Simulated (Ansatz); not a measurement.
SnO2 (rutile)

```
CELL_PARAMETERS angstrom
      4.76854     0.00000     0.00000
      0.00000     4.76854     0.00000
      0.00000     0.00000     3.21140
ATOMIC_POSITIONS crystal
  Sn 0.00000 0.00000 0.00000
  Sn 0.50000 0.50000 0.50000
  O  0.30630 0.30630 0.00000
  O  0.80630 0.19370 0.50000
  O  0.19370 0.80630 0.50000
  O  0.69370 0.69370 0.00000
```

In this cell atom 5 (O, nearest neighbour Sn at 2.066 Å; its periodic images, 3.2 Å or more away, move with it) is moved by s along Cartesian [111], unit vector (0.577, 0.577, 0.577); all other atoms and the cell stay fixed.

The numbers are results of PBEsol (plane waves to 420 eV, PAW, scalar-relativistic; Ansatz, a program for electronic structure), not measurements. k mesh 6×6×8 (Γ-centred), Fermi-Dirac smearing 0.05 eV. The energy includes the smearing's −TS. SnO2 was relaxed with its symmetry unable to fall. The PAW data are Ansatz's earlier set. ΔE is measured from the undisplaced structure.

```csv
s (Å),ΔE (meV/cell)
-0.410,528
-0.328,withheld
-0.246,194
-0.164,87
-0.082,22
0.000,0
0.082,22
0.164,87
0.246,194
0.328,withheld
0.410,528
```

Question: Fit an even polynomial form (powers 2, 4) to the given rows and predict ΔE at s = 0.328.

Answer: Least squares on the 9 given rows: ΔE = (3246)·s² + (-622.2)·s⁴, in meV/cell with s in Å; root-mean-square residual 0.1 meV/cell. At 0.328 the fit gives 342 meV/cell; the calculation gives 342 meV/cell, the same to the digits shown. The quadratic term alone would give 349 meV/cell.

(For displaced atoms, the force is minus the slope of the energy, and its curvature is a force constant, which sets phonon frequencies.)
